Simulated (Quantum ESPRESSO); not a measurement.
# Planted mistakes on one cell of InMgAlGaP3S

The results below are calculated, not measured. They come from pw.x of Quantum ESPRESSO 7.5, a plane-wave density functional program, with PseudoDojo standard norm-conserving files (v0.5 for PBE, v0.4.1 for LDA and PBEsol). The cells are made up: elements, strain and atom displacements were drawn at random, and nothing was relaxed. There is no spin polarisation, spin-orbit coupling or dispersion term.

The cell has 8 sites of a zincblende or diamond lattice. Sites 1 to 4 hold In Mg Al Ga; sites 5 to 8 hold P P P S. Cell vectors in Å: (5.726, 0.015, -0.043); (0.015, 5.750, -0.072); (-0.043, -0.072, 5.708). Settings: PBE, cutoff 1143 eV, 4 x 4 x 4 k mesh shifted by half a step, Fermi-Dirac smearing of 0.025 eV.

The intended run has a self-consistency threshold of 1e-07 eV, a smearing term of 0.000 eV, a pressure of 0.41 GPa and 10 iterations. Each further run changes one thing: all lengths scaled by 1.0131; atoms of sites 6 and 8 exchanged; k mesh 2 x 2 x 2; one electron removed; smearing 0.48 eV; threshold 0.1 eV. A coarse mesh keeps the shift, and a charged cell sits in a uniform background.

```
run,change of free energy (eV),smearing term -TS (eV),change of P (GPa),largest change of a force component (eV/Å),iterations
A,0.268,0.000,0.24,0.037,10
B,0.034,0.000,0.25,2.766,3
C,0.299,0.000,-0.06,1.301,10
D,0.036,0.000,-2.30,0.192,10
E,-0.263,-0.994,0.56,0.133,10
F,-5.087,-0.012,-8.70,0.405,12
```

A rerun of the intended cell at 1437 eV and k mesh 6 x 6 x 6 moved values by no more than 0.005 eV in the cell's energy, 0.02 GPa in stress and 0.007 eV/Å in force.

Question: which change belongs to which run?

## Worked reading

Run B has the fewest iterations, as a run stopped early does. Run E has the largest smearing term, as wide smearing gives. Run D changes the volume by a factor of 1.0398; minus its pressure change over the logarithm of that factor, 59 GPa, is a rough bulk modulus with clamped atoms. Energies from files of another functional, or of a charged cell, have another zero and say nothing on stability; the pressure of a charged cell rests on the program's zero of potential too.

## Key

| run | change |
| --- | --- |
| A | k mesh 2 x 2 x 2 |
| B | threshold 0.1 eV |
| C | atoms of sites 6 and 8 exchanged |
| D | all lengths scaled by 1.0131 |
| E | smearing 0.48 eV |
| F | one electron removed |